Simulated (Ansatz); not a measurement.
Here is the system:

Cl (bcc (W type), Im-3m), a = 3.4374 Å, b = 3.4374 Å, c = 3.4374 Å, α = 90.00°, β = 90.00°, γ = 90.00°; the cell used has 1 atom.

This is the PBE+D3(BJ)-relaxed structure.

Problem. All from PBE+D3(BJ) in the plane-wave PAW code Ansatz, unless another level is named. Predict the bulk modulus (Birch–Murnaghan fit).

Solution. 37.5 GPa.

Problem. And the elastic constants (relaxed ions, GPa)?

Solution. C11 = 47.5, C12 = 33.2, C44 = -86.0.

The cell is a constructed one: a structure type filled with these elements; neither database checked (COD, Materials Project) lists it. It is not the usual solid phase (space group No. 64). The cell was relaxed with PBE+D3(BJ) under the symmetry of its start. At this level the phase is dynamically unstable (imaginary phonons). The substance is a gas or liquid at ambient conditions. With an odd number of electrons in the cell and no spin polarisation, the count alone makes it a metal. As this level gives no gap, shear constants depend on the k-mesh and smearing (Fermi–Dirac, 0.1 eV here). On the denser mesh and wider smearing of the elastic run this cell carries a stress of 0.4 GPa.

Potentials: the later of the program's two PAW sets.
